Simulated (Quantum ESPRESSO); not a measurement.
# Kohn-Sham bands of ZrO₂ (P4₂/nmc)

```xyz
6
Lattice="3.6002 0.0000 0.0000 0.0000 3.6002 0.0000 0.0000 0.0000 5.2252" Properties=species:S:1:pos:R:3 pbc="T T T"
Zr     0.0000     0.0000     0.0000
Zr     1.8001     1.8001     2.6126
O      0.0000     1.8001     1.5768
O      0.0000     1.8001    -1.0358
O      1.8001     0.0000     1.0358
O      1.8001     0.0000    -1.5768
```

Cell from Materials Project (mp-2574), symmetrised, no further relaxation. COD (Crystallography Open Database) has the formula in 4 space groups, this one among them (matched by group alone). Method: PBEsol plane waves in Quantum ESPRESSO 7.5 (PseudoDojo norm-conserving files, 68 Ry, spinors with spin-orbit coupling), Bloch states on a 6×6×4 mesh through Γ, Wannier90 4.0.1. Density: 8×8×6 mesh, cold smearing 0.01 Ry.

List the Kohn-Sham levels between −8 and 7.0 eV relative to the valence-band maximum at the high-symmetry points, as a band run of pw.x on that density gives them (levels within 2 meV counted together).


```
point  k (reciprocal lattice)                                                                                                                                                                                                       levels (eV)
-----  ----------------------  ----------------------------------------------------------------------------------------------------------------------------------------------------------------------------------------------------------------
Γ           0.000 0.000 0.000  -4.92 (×2), -4.64 (×2), -4.48 (×2), -4.47 (×2), -2.46 (×2), -2.37 (×2), -1.31 (×2), -1.30 (×2), -0.72 (×2), -0.15 (×2), -0.09 (×2), -0.09 (×2), 4.00 (×2), 4.49 (×2), 5.22 (×2), 5.26 (×2), 6.59 (×2), 6.73 (×2)
X           0.000 0.500 0.000                                                                                                           -4.24 (×4), -3.02 (×4), -2.71 (×4), -2.08 (×4), -1.42 (×4), -0.13 (×4), 4.41 (×4), 5.36 (×4), 6.63 (×4)
M           0.500 0.500 0.000                                                                                                -5.24 (×4), -2.72 (×4), -2.59 (×4), -1.09 (×4), -0.84 (×4), -0.41 (×4), 5.12 (×4), 5.37 (×4), 6.28 (×4), 6.81 (×4)
Z           0.000 0.000 0.500                                                                                                                      -3.88 (×4), -3.67 (×4), -3.15 (×4), -2.67 (×4), -0.54 (×4), -0.01 (×4), 4.56 (×4), 5.17 (×4)
R           0.000 0.500 0.500                                                                                                           -3.85 (×4), -3.52 (×4), -2.32 (×4), -1.83 (×4), -1.29 (×4), -0.85 (×4), 4.51 (×4), 4.82 (×4), 6.46 (×4)
A           0.500 0.500 0.500                                                                                                -4.26 (×4), -3.90 (×4), -1.83 (×4), -1.78 (×4), -1.44 (×4), -0.06 (×4), 5.14 (×4), 5.61 (×4), 6.44 (×4), 6.49 (×4)
```
